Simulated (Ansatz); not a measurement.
A relaxed cell of C (Fd-3m (No. 227)), relaxed on a k-mesh at least as fine as the one used below. The numbers are results of PBE (plane waves to 420 eV, PAW, scalar-relativistic; Ansatz, a first-principles code), not measurements. Γ-centred k-mesh 11×11×6 on the run's cell (coarser than for final values), Fermi–Dirac smearing 0.05 eV.

```
C
1.0
    0.00000     1.78581     1.78581
    1.78581     0.00000     1.78581
    3.57163     3.57163     0.00000
C
4
Direct
  0.75000   0.75000   0.37500
  0.75000   0.75000   0.87500
  0.50000   0.50000   0.25000
  0.50000   0.50000   0.75000
```

Every atom was then displaced, and the forces became (eV/Å):

| atom | Fx | Fy | Fz |
|---|---|---|---|
| C1 | -3.66 | -1.97 | 0.79 |
| C2 | -5.62 | 5.09 | -5.32 |
| C3 | 1.68 | -1.58 | 2.56 |
| C4 | 7.60 | -1.54 | 1.97 |

**Question.** Which atom was moved farthest relative to the others, and in which direction?

**Answer.** C2, by (0.10, -0.08, 0.08) Å (0.15 Å, mean shift removed); the next is C4 with 0.08 Å. Its force makes an angle of 177° with its move.

All displacements (Å):

```csv
atom,ux,uy,uz
C1,-0.001,0.068,0.084
C2,0.073,-0.069,0.191
C3,-0.058,0.059,0.053
C4,-0.103,-0.009,0.112
```

**Question.** Estimate the energy cost of the displacement in the harmonic approximation and compare with the calculation.

**Answer.** For a harmonic well ΔE = −½ Σ F·u = 1.220 eV a cell, or 305 meV/atom. The calculated energy relative to the undisplaced cell is +294 meV/atom, so the harmonic estimate holds well.

No spin polarisation in the result.

The run that gave the undisplaced cell could not lose the symmetry of its start; a randomly shaken copy of 4 atoms returns to this structure.
